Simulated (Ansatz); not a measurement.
Here is the system:

Ru:
```
Ru
1.0
    2.69104     0.00000     0.00000
   -1.34552     2.33050     0.00000
    0.00000     0.00000     8.63930
Ru
4
Cartesian
  0.00000   0.00000   0.00000
  1.34552   0.77683   2.15983
  0.00000   0.00000   4.31965
  0.00000   1.55367   6.47948
```

This is the r²SCAN-relaxed structure. Tensor components refer to the Cartesian frame of this cell.

All from the program Ansatz at the r²SCAN level (PAW), unless another level is named. Predict the Hill bulk and shear moduli.

333 and 199 GPa.

Next, the elastic constants (relaxed ions, GPa)?

C11 = 608, C12 = 198, C13 = 180, C33 = 667, C44 = 177.

Space group P6_3/mmc (dhcp (α-La type)). The start of the workflow was typed in or built on a structure type. Its sites differ from those of the usual phase in this space group: another stacking or structure type. Symmetry was held in the r²SCAN relaxation; its stability against distortions is not shown here. No spin polarisation was allowed. As this level gives no gap, shear constants depend on the k-mesh and smearing (Fermi–Dirac, 0.1 eV here). On the denser mesh and wider smearing of the elastic run this cell carries a stress of 0.7 GPa.

Potentials: the later of the program's two PAW sets.
